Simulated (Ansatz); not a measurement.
The numbers come from plane-wave PAW DFT (Ansatz): PBE, no spin polarisation, 420 eV, 7×7×7 Γ-centred k points, fermi-dirac occupations (width 0.1 eV). Nothing was relaxed.

Computed maps in the lattice plane spanned by b (left to right, 4.85 Å, 15 points from zero) and c (bottom to top, 4.85 Å, 15 points from zero), 90° apart, at height 0.000 along a. The fields are smooth PAW ones with compensation charges, not the true ones near nuclei.

Valence density. Digits on a logarithmic scale: 0 up to 0.03 e/Å³, each further digit a factor of 1.6, 9 from 1.3 e/Å³ up:
```
997311222211379
974212222221247
432122333322123
111223444432211
112234688643221
222346999964322
222348999984322
222348999984322
222346999964322
112234688643221
111223444432211
432122333322123
974212222221247
997311222211379
999411222211499
```

Question: The cell is NaV3. Which atoms lie within 0.2 Å of this plane, and where (fractions of b and c)?

Answer: Na at (0.00, 0.00), V at (0.50, 0.50). The whole cell:
```
Na V
1.0
     4.85463    0.00000    0.00000
     0.00000    4.85463    0.00000
     0.00000    0.00000    4.85463
Na V
1 3
Direct
  0.00000 0.00000 0.00000
  0.50000 0.00000 0.50000
  0.00000 0.50000 0.50000
  0.50000 0.50000 0.00000
```

Origin: a known structure type with other elements, at an estimated volume, so it need not be a known compound. Caveats: no spin polarisation, so a magnetic state may lie lower; atoms or cell far from equilibrium.
